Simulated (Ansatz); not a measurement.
KMgF$_{3}$ (cubic perovskite), relaxed and computed with several functionals in Ansatz (plane waves, PAW). Much of their spread follows the volume that each gives.

| functional | V (Å³/atom) | B₀ by P(V) fit (GPa) |
|---|---|---|
| LDA | 11.94 | 86.3 |
| r²SCAN | 12.62 | ? |
| HSE06 | 12.85 | 73.0 |
| PBEsol | 12.72 | 72.3 |
| PBE | 13.33 | 66.2 |

**Question.** Fit a straight line to ln B₀ against ln V and predict the withheld value.

**Answer.** Least squares on the 4 shown rows: ln B₀ = -2.40 × ln V + (10.405), with a scatter of 1.3 %. For r²SCAN this gives 75.2. The run itself gave 78.0, a miss of 3.6 % of that, well beyond the scatter: the line misses something about this case.

All cells were relaxed under the symmetry of their starts (and spin orders); stability against distortions was not tested throughout.

Potentials: the later of the program's two PAW sets.

Ansatz (an electronic-structure program) is a plane-wave DFT program.
